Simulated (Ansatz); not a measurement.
RuSe₂:
Space group Pa-3 (No. 205); a = 5.971 Å, b = 5.971 Å, c = 5.971 Å, α = 90.00°, β = 90.00°, γ = 90.00°

```json
[
 {"atom": "Ru", "site": "4a", "symmetry": ".-3.", "x": "0.0000", "y": "0.0000", "z": "0.0000"},
 {"atom": "Se", "site": "8c", "symmetry": ".3.", "x": "0.3803", "y": "0.3803", "z": "0.3803"}
]
```

Relaxed with r²SCAN. 

Task: HSE06 on this cell (Ansatz, a quantum-chemistry and plane-wave program, PAW) gives a gap of 1.26 eV. What does r²SCAN give?

Result: 0.50 eV.

Cost on shared cores: the r²SCAN run (SCF on a 5×5×5 mesh, then bands and DOS) around 7 core-minutes (rough), the HSE06 run (SCF on 3×3×3, then a few points) very roughly 13 core-minutes; the tasks are unlike.

The first step of the workflow began from a Materials Project structure, measured or hypothetical; the Crystallography Open Database files this formula in space group No. 205, but the cells were not matched. Its standing as an ambient phase is unchecked. The r²SCAN relaxation kept the symmetry of its start; whether a distortion lowers the energy is not shown. The run is not spin-polarised. Scalar-relativistic: spin–orbit coupling is off unless named, which matters more the heavier the elements.

Potentials: the later of the program's two PAW sets.

Ansatz is a plane-wave DFT program.
